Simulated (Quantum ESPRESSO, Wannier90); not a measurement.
**AlRh (CsCl type): Wannier90 run**

```xyz
2
Lattice="2.9773 0.0000 0.0000 0.0000 2.9773 0.0000 0.0000 0.0000 2.9773" Properties=species:S:1:pos:R:3 pbc="T T T"
Al     0.0000     0.0000     0.0000
Rh     1.4887     1.4887     1.4887
```

Cell from Materials Project (mp-364), symmetrised, no further relaxation. Not found in the COD (Crystallography Open Database) copy used; not checked further. Computed values, not measurements, from PBEsol: Quantum ESPRESSO (norm-conserving PseudoDojo potentials, cutoff 71 Ry, no spin polarisation, no spin-orbit coupling) on a Γ-centred 10×10×10 mesh, then Wannier90. Density: 14×14×14 mesh, cold smearing 0.01 Ry.

A tight-binding model is made by disentanglement and projection with no localisation steps (num_iter = 0), so the 13 orbitals stay atom-like: hydrogen-like Al: s;p; Rh: s;p;d, axes along x, y, z; frozen window up to 1.50 eV relative to the Fermi level. It follows pw.x to 3.6 meV rms for states up to 1.0 eV relative to the Fermi level. Matrix elements depend on this choice of orbitals and windows.

The 30 largest hoppings ⟨m,0|H|n,R⟩ between different sites (one of each Hermitian pair; signs follow the real orbitals' lobes; the list may end inside a set of equal values):

```
m            n      R  distance of the centres (Å)  t (eV)
------  ------  -----  ---------------------------  ------
Rh2 py  Rh2 py  0 1 0                         2.98   2.370
Rh2 px  Rh2 px  1 0 0                         2.98   2.370
Rh2 pz  Rh2 pz  0 0 1                         2.98   2.369
Al1 px  Al1 px  1 0 0                         2.98   1.600
Al1 pz  Al1 pz  0 0 1                         2.98   1.596
Al1 py  Al1 py  0 1 0                         2.98   1.596
Rh2 px   Al1 s  0 0 0                         2.58   1.377
Rh2 px   Al1 s  0 1 0                         2.58   1.377
Rh2 px   Al1 s  1 1 0                         2.58  -1.377
Rh2 px   Al1 s  1 1 1                         2.58  -1.377
Rh2 px   Al1 s  1 0 1                         2.58  -1.377
Rh2 px   Al1 s  1 0 0                         2.58  -1.377
Rh2 px   Al1 s  0 0 1                         2.58   1.377
Rh2 px   Al1 s  0 1 1                         2.58   1.377
Rh2 pz   Al1 s  0 1 0                         2.58   1.377
Rh2 py   Al1 s  1 0 1                         2.58   1.377
Rh2 pz   Al1 s  1 0 1                         2.58  -1.377
Rh2 py   Al1 s  0 0 1                         2.58   1.377
Rh2 pz   Al1 s  0 0 1                         2.58  -1.377
Rh2 py   Al1 s  0 1 0                         2.58  -1.377
Rh2 py   Al1 s  1 1 0                         2.58  -1.377
Rh2 py   Al1 s  1 1 1                         2.58  -1.377
Rh2 pz   Al1 s  1 1 0                         2.58   1.377
Rh2 pz   Al1 s  0 1 1                         2.58  -1.376
Rh2 pz   Al1 s  1 0 0                         2.58   1.376
Rh2 py   Al1 s  0 0 0                         2.58   1.376
Rh2 pz   Al1 s  0 0 0                         2.58   1.376
Rh2 py   Al1 s  0 1 1                         2.58  -1.376
Rh2 pz   Al1 s  1 1 1                         2.58  -1.376
Rh2 py   Al1 s  1 0 0                         2.58   1.376
```
